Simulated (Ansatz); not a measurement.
Zincblende alloy of GaAs and BAs (8 of 32 Ga sites exchanged), 64 atoms

Ansatz, PAW, plane waves. PBEsol relaxation of volume and atoms (shape held) at the single k point (¼, ¼, ¼) without its symmetry partners; single points on the relaxed atoms at the single k point (¼, ¼, ¼) without its symmetry partners, onto which points of the small cell's zone fold. Arrangement: clustered. No spin–orbit coupling unless named.

Relaxed structure:

```xyz
64
Lattice="10.8771 0.0000 0.0000 0.0000 10.8771 0.0000 0.0000 0.0000 10.8771" Properties=species:S:1:pos:R:3 pbc="T T T"
B    10.7798   10.7420   10.7393
B    10.7928   10.8139    5.5489
B    10.7929    5.5519   10.8113
B     8.3868    8.2188   10.7978
B     8.3866   10.8007    8.2159
B    10.7917    2.5768    8.1838
B    10.7918    8.1867    2.5740
B    10.7971    8.2697    8.2667
Ga    0.0062    5.5161    5.5134
Ga    5.5893   10.8461   10.8430
Ga    5.4884    0.0165    5.5196
Ga    5.4883    5.5221    0.0139
Ga    5.4325    5.4254    5.4226
Ga    2.5639    2.7143   10.8355
Ga    2.6054    2.6749    5.4940
Ga    2.5616    8.1706   10.8728
Ga    2.5753    8.2138    5.4460
Ga    8.2922    2.6931   10.7988
Ga    8.2502    2.6197    5.5541
Ga    8.2918    8.2494    5.4618
Ga    2.5631   10.8387    2.7112
Ga    2.5608   10.8756    8.1681
Ga    2.6047    5.4969    2.6726
Ga    2.5747    5.4491    8.2109
Ga    8.2917   10.8017    2.6905
Ga    8.2494    5.5573    2.6168
Ga    8.2913    5.4647    8.2470
Ga   10.8655    2.6473    2.6440
Ga    5.4297    2.7449    2.7420
Ga    5.4890    2.6497    8.1673
Ga    5.4889    8.1707    2.6464
Ga    5.5839    8.2074    8.2046
As    1.1200    1.1122    1.1088
As    1.0700    1.3318    6.8049
As    1.0700    6.8079    1.3290
As    1.1580    7.0398    7.0366
As    6.9054    1.3962    1.3932
As    7.0342    1.1328    7.0424
As    7.0340    7.0456    1.1296
As    6.9070    6.7742    6.7713
As    4.0256    4.1081    1.3340
As    4.0288    4.0545    6.8274
As    4.0422    9.5268    1.3185
As    4.0471    9.5209    6.8427
As    9.6656    4.2502    1.1685
As    9.6742    3.9233    6.9989
As    9.6332    9.4184    1.1817
As    9.6520    9.6165    6.9711
As    4.0258    1.3363    4.1050
As    4.0424    1.3214    9.5233
As    4.0291    6.8301    4.0514
As    4.0473    6.8451    9.5178
As    9.6659    1.1713    4.2469
As    9.6334    1.1843    9.4154
As    9.6744    7.0012    3.9204
As    9.6521    6.9740    9.6136
As    1.3160    4.0792    4.0768
As    1.0224    4.0705    9.5023
As    1.0225    9.5051    4.0677
As    1.0808    9.5112    9.5088
As    6.9237    4.0800    4.0773
As    6.8216    4.0853    9.5259
As    6.8217    9.5283    4.0828
As    7.2430    9.5284    9.5257
```

Question: What are the mean bond lengths by pair (pairs within 1.2 times the sum of covalent radii, less contacts 15 % beyond the pair's median; cation–cation pairs of compounds aside; long ionic contacts are cut short by that bound)?

Answer: As–B 2.172 ± 0.049 Å (standard deviation, 32 bonds); As–Ga 2.424 ± 0.027 Å (standard deviation, 96 bonds).

Question: What gap lies between the top filled and the lowest empty level in the single points?

Answer: HSE06 1.90 eV (77 s on NVIDIA H100). Away from Γ this isn't the crystal's band gap. An indirect band minimum needn't fold onto Γ of this cell; where it doesn't, these gaps are too wide.
